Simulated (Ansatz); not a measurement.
## Phonon dispersion of AlIn₃N₂

Computed with DFT PBE, scalar-relativistic, plane waves, PAW in Ansatz 0.2.0. Plane waves to 420 eV; Γ-centred k mesh 12×12×4; Gaussian smearing of 0.10 eV. No spin polarisation. Phonons by linear response, acoustic sum rule imposed.

The cell, relaxed at this level:
```yaml
crystal:
  lattice:
    - [3.13648, 0.00000, 0.00000]
    - [-1.56824, 2.71627, 0.00000]
    - [0.00000, 0.00000, 12.30825]
  atoms:
    - { symbol: Al, position: [0.00000, 0.00000, 0.00000] }
    - { symbol: In, position: [0.33333, 0.66667, 0.24946] }
    - { symbol: In, position: [0.66667, 0.33333, 0.75054] }
    - { symbol: In, position: [0.00000, 0.00000, 0.50000] }
    - { symbol: N, position: [0.66667, 0.33333, 0.92057] }
    - { symbol: N, position: [0.33333, 0.66667, 0.07943] }
```

The cell was found from a proposed guess, not taken from experiment. In a metal, frequencies and elastic constants depend on the k mesh and the smearing, soft modes and shear constants most. Some empty bands missed the eigensolver's threshold. The q mesh is coarse, so values between its points are rough.

Force constants from linear response on a 3×3×1 q mesh.

(1) Is the structure dynamically stable on the q mesh?

(2) Give the frequencies (cm⁻¹) at the zone-boundary points of high symmetry (interpolated where a point lies off the q mesh).

## Answers

(1) No: at q = (0.333, 0.333, 0.000) a mode is imaginary, 36i cm⁻¹.

(2)
| point | q | frequencies |
| --- | --- | --- |
| M | 0.500 0.000 0.000 | 30i 52 54 57 90 93 131 132 146 221 229 277 317 384 403 434 540 605 |
| K | 0.333 0.333 0.000 | 36i 90 90 106 109 109 113 120 120 269 289 289 373 373 383 463 570 570 |
| A | 0.000 0.000 0.500 | 17i 17i 8i 8i 8 8 29 35 35 43 129 206 206 252 320 320 510 645 |
| L | 0.500 0.000 0.500 | 30i 52 54 57 90 94 131 132 146 221 229 277 317 384 403 434 540 605 |
| H | 0.333 0.333 0.500 | 37i 90 90 108 110 110 112 120 120 269 289 289 373 373 383 463 570 570 |
